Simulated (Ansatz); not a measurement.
Put TiAgC₄N₄ in P-43m (No. 215): Ti on 1b; Ag on 1a; C on 4e; N on 4e. The cell of TiAgC₄N₄ is invented: two interpenetrating cyanide-bridged diamond nets.

Method: DFT PBE, scalar-relativistic, plane waves, PAW in Ansatz 0.2.0. Cutoff 420 eV, Γ-centred mesh, Gaussian smearing, collinear spin.

Formation energies are uncorrected and refer to the elements' standard structures at the same level (N₂ as a molecule).

Question: Give the relaxed lattice parameters and positions.

Answer:

Space group P-43m (No. 215). a = 6.140 Å, b = 6.140 Å, c = 6.140 Å, α = 90.00°, β = 90.00°, γ = 90.00°
```
atom  site  symmetry       x       y       z
  Ti    1b      -43m  0.5000  0.5000  0.5000
  Ag    1a      -43m  0.0000  0.0000  0.0000
   C    4e       .3m  0.2027  0.2027  0.2027
   N    4e       .3m  0.3138  0.3138  0.3138
```

Around Ti lie 4 N at 1.98 Å; Ag has 4 C at 2.16 Å; C has 1 N at 1.18 Å and 1 Ag at 2.16 Å; N has 1 C at 1.18 Å and 1 Ti at 1.98 Å. Another local minimum with the same sites may exist.

Question: And its energy and gap?

Answer: The energy over the elements is +0.29 eV/atom, the gap on the 6×6×6 mesh of the 10-atom cell is 0 eV (a metal) and the net moment per atom is 0.10 μB. The moment by site is Ti 0.6 μB. It can't be a ground state, since the elements alone are lower.

The last run used collinear spin and Gaussian smearing of 0.10 eV. The reference form of C is held partly by dispersion forces, which this level lacks. The magnetic state reached may not be the lowest. Symmetry constrained the relaxation, so the result can be a saddle point. Site moments count only spheres around the atoms; the net moment includes the space between them.
